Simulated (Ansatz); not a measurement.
## LaAs in the CsCl-type structure

The computed numbers are results of PBEsol, scalar-relativistic (no spin polarisation) in the plane-wave PAW code Ansatz at 420 eV, Γ-centred 8×8×8 mesh, 0.05 eV Gaussian smearing. The datasets are Ansatz's generated set soft_2.

```cif
data_structure
_symmetry_space_group_name_H-M 'Pm-3m'
_symmetry_Int_Tables_number 221
_cell_length_a 3.6847
_cell_length_b 3.6847
_cell_length_c 3.6847
_cell_angle_alpha 90.000
_cell_angle_beta 90.000
_cell_angle_gamma 90.000
_cell_volume 50.03
loop_
_atom_site_label
_atom_site_type_symbol
_atom_site_symmetry_multiplicity
_atom_site_Wyckoff_symbol
_atom_site_fract_x
_atom_site_fract_y
_atom_site_fract_z
_atom_site_occupancy
La1 La 1 a 0.00000 0.00000 0.00000 1
As1 As 1 b 0.50000 0.50000 0.50000 1
```

The start was a prototype's sites filled with these elements. The Crystallography Open Database lists the compound in space group Fm-3m (rock salt), so this is a trial structure.

The cell above was scaled in volume, its shape and atoms being fixed by the lattice's symmetry. Energies are counted from the cell above.

Cell and atoms are those of this level's equilibrium.

| V (Å³/atom) | ΔE (meV/atom) | P from the stress (GPa) |
| --- | --- | --- |
| 24.013 | 9.85 | 3.27 |
| 24.514 | 2.35 | 1.55 |
| 25.014 | 0.00 | -0.01 |
| 25.514 | 2.30 | -1.42 |
| 26.014 | 8.80 | -2.69 |

Q: Do the energies and the pressures agree? Compare −ΔE/ΔV between neighbouring points (1 meV/Å³ = 0.1602 GPa) with the mean of their pressures.

A: 
| interval (Å³/atom) | −ΔE/ΔV (GPa) | mean P (GPa) |
| --- | --- | --- |
| 24.01 to 24.51 | 2.4 | 2.4 |
| 24.51 to 25.01 | 0.8 | 0.8 |
| 25.01 to 25.51 | -0.7 | -0.7 |
| 25.51 to 26.01 | -2.1 | -2.1 |
They differ by 0.02 GPa at most.

Q: What do the two routes give for V0, B0 and B0′?

A: A third-order Birch–Murnaghan fit of the energies: V0 = 25.01 Å³/atom, B0 = 74 GPa, B0′ = 4.1. A polynomial of P in ln V, with B = −dP/d ln V at P = 0: V0 = 25.01 Å³/atom, B0 = 74 GPa, B0′ = 4.1.

B0·V0 = 74.5 GPa × 25.01 Å³ = 11.62 eV/atom sets the scale: near the minimum ΔE ≈ ½ B0 V0 x², with x = V/V0 − 1, and a pressure of 0.7 GPa squeezes the volume by about 1 %. At the ends of the curve: x = −4.0 % predicts 9.2 meV/atom and the run gives 9.9; x = +4.0 % predicts 9.4 meV/atom and the run gives 8.8. The curve is steeper than the parabola on the compressed side and flatter on the expanded side: the bulk modulus rises with pressure.

No spin–orbit coupling, a notable omission for heavy elements. The run is a metal.
